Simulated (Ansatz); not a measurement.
TiAl$_{2}$ in space group Cmmm (No. 65; Ti on 4i, Al on 2b, Al on 2d, Al on 4j) at seven volumes, LDA in the plane-wave PAW code Ansatz, shape and atoms relaxed at each. One row is withheld.

| V (Å³/atom) | P (GPa) |
|---|---|
| 13.760 | 13.72 |
| 14.214 | ? |
| 14.668 | 3.91 |
| 15.121 | 0.00 |
| 15.575 | -3.35 |
| 16.028 | -6.23 |
| 16.482 | -8.71 |

Q: Fit the shown pressures and predict the withheld one.

A: Third-order Birch–Murnaghan: P = (3/2)B₀(x^(7/2) − x^(5/2))[1 + (3/4)(B′ − 4)(x − 1)] with x = (V₀/V)^(2/3). Least squares on the six rows gives V₀ = 15.122 Å³/atom, B₀ = 120.3 GPa, B′ = 4.02. At V = 14.214, x = 1.0421 and P = 8.44 GPa. The run itself gave 8.44 GPa.

The first step of the workflow began from a Materials Project structure, measured or hypothetical; the Crystallography Open Database files this formula in space group No. 65, but the cells were not matched. Its standing as an ambient phase is unchecked. The LDA relaxation kept the symmetry of its start; whether a distortion lowers the energy is not shown. The run is not spin-polarised.

Potentials: the later of the program's two PAW sets.
